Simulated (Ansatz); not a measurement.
**LiPb: energy along a strain**

LiPb, R-3m, a = 4.987 Å, c = 6.188 Å (as given, not relaxed at this level: -0.8 GPa). The structure is a COD entry; whether it is the stable form wasn't checked. Ansatz: PBEsol, PAW, 420 eV, Γ-centred 12×12×12 mesh on 2 atoms, Gaussian smearing 0.15 eV; no spin polarisation. Cell vectors (Å): 2.494 1.440 2.063; -2.494 1.440 2.063; 0.000 -2.879 2.063. The cell is strained by x per cent times the pattern (0 0 1 0 0 0) in the order xx yy zz yz xz xy (engineering shears), with fractional coordinates held. y is the free energy over the start, V0 = 22.213 Å³/atom. Points with a strain past 8.5 % were computed too (3) and aren't used here.

| x (%) | y (meV/atom) |
| --- | --- |
| -7.50 | ? |
| -5.00 | 3.52 |
| -2.50 | -1.18 |
| 0.00 | 0.00 |
| 2.50 | 5.87 |
| 5.00 | 15.47 |
| 7.50 | 28.12 |

Q: Fit y = c1 x + c2 x² + c3 x³ to the other rows, get the stiffness along the pattern, and predict the missing energy.

A: Least squares on the rows shown. y = 1.4512 x + 0.38041 x² − 0.0099145 x³. The clamped-ion stiffness p·C·p = 2 × 3.804 eV × 160.2 / 22.213 Å³ = 55 GPa, which is C33 in these axes (second derivative at the start, which stands under stress). At x = -7.50 the fit asked for gives 14.70 meV/atom. The run gave 15.04 meV/atom, so the fit is 0.34 meV/atom too low, 1.2 % of the span of the series, against an rms of 0.05 meV/atom on the fitted rows. The row lies outside the fitted range. With a term in x⁴ added, a fit to the same known rows predicts 15.56 meV/atom, which misses by about as much or more on the other side: the known rows don't fix the higher terms.

Spin–orbit coupling is left out, which can shift energies with elements as heavy as these.